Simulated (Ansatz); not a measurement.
BAs (zinc blende, F-43m), PBE in the plane-wave PAW code Ansatz. The conduction-band minimum lies on the Γ–X line, 80 % of the way from Γ, with 6 equivalent valleys. Second derivatives d²E/dk² of the lowest band at one valley (eV·Å²), along Cartesian directions:

| direction | d²E/dk² |
|---|---|
| [100] | 6.936 |
| [010] | 35.22 |
| [001] | 35.22 |
| [110] | 21.08 |
| [101] | 21.08 |
| [011] | 35.15 |

### Question
Find the principal effective masses, the density-of-states mass and the conductivity mass.

### Answer
Off-diagonal terms follow from H_xy = H[110] − (H_xx + H_yy)/2, and m*/mₑ = 7.620 eV·Å² over each eigenvalue: 0.22, 0.22, 1.1. One valley's DOS mass (m₁m₂m₃)^(1/3) = 0.37, conductivity mass 3/(Σ 1/mᵢ) = 0.30 mₑ.

### Question
What effective density of states Nc follows at 300 K for parabolic valleys?

### Answer
Nc = 2.509e19 × 6 × (0.37)^(3/2) ≈ 3.4e19 cm⁻³.

The cell was relaxed with PBE under the symmetry of its start. Scalar-relativistic: spin–orbit coupling is off unless named, which matters more the heavier the elements.

Potentials: the earlier of the program's two PAW sets.

Edges and masses are those of Kohn–Sham bands, whose gap is no quasiparticle gap.
